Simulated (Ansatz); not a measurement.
BaAlGe: how the energy converges with the cutoff

BaAlGe, P-6m2, a = 4.353 Å, c = 5.228 Å. The structure is a Materials Project entry; whether it is the stable form wasn't checked. Ansatz: PBEsol, PAW, cutoff varied, Γ-centred 12×12×8 mesh on 3 atoms, Gaussian smearing 0.10 eV; no spin polarisation. Single points at one geometry, the cutoff alone changed; ΔE is the energy at zero smearing over the run at 500 eV. The runs up to 350 eV lie under the cutoff recommended for these PAW datasets.

```tsv
cutoff (eV)	ΔE (meV/atom)
250	?
300	59.90
350	5.84
420	0.42
```

**Question.** Assume ΔE falls exponentially with the cutoff, fit y = ln ΔE against x, the cutoff in eV, to the other rows, and predict the missing value.

**Answer.** y = 4.093, 1.765, -0.868. Means x = 356.7, y = 1.6633; Σ(Δx)² = 7267, ΣΔxΔy = -298.7; the slope is their ratio. y = 16.32 − 0.04110 x, a factor of ten per 56 eV. At 250 eV this gives ΔE = 422.00 meV/atom. The run gave 484.44, a ratio of 0.87. Between neighbouring rows the decay runs from a factor of ten per 49 eV to one per 61 eV, so one exponential is only a rough guide.